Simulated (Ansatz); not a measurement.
ZnSnP2:
```
CELL_PARAMETERS angstrom
      4.00351     0.00000     0.00000
      0.00000     4.00351     0.00000
      0.00000     0.00000     5.63369
ATOMIC_POSITIONS crystal
  Zn 0.00000 0.00000 0.00000
  Sn 0.50000 0.50000 0.50000
  P  0.00000 0.50000 0.22693
  P  0.50000 0.00000 0.77307
```

r²SCAN in the plane-wave PAW code Ansatz gives a gap of 0.86 eV without spin–orbit coupling, maximum at Γ, minimum at R.

Question: What happens when spin–orbit coupling is switched on?

Answer: The gap falls by 0.02 eV, to 0.84 eV; maximum at Γ, minimum at R.

Question: Give the hole effective mass with spin–orbit coupling.

Answer: 0.15, 0.17, 0.36 mₑ (principal values).

Space group P-4m2. The workflow started from a Materials Project entry (that database holds measured and hypothetical structures alike); the Crystallography Open Database copy checked does not list it. Whether it is the stable phase at ambient conditions was not checked. The cell was relaxed with r²SCAN under the symmetry of its start; whether a distortion lowers the energy is not shown.

Potentials: the later of the program's two PAW sets.
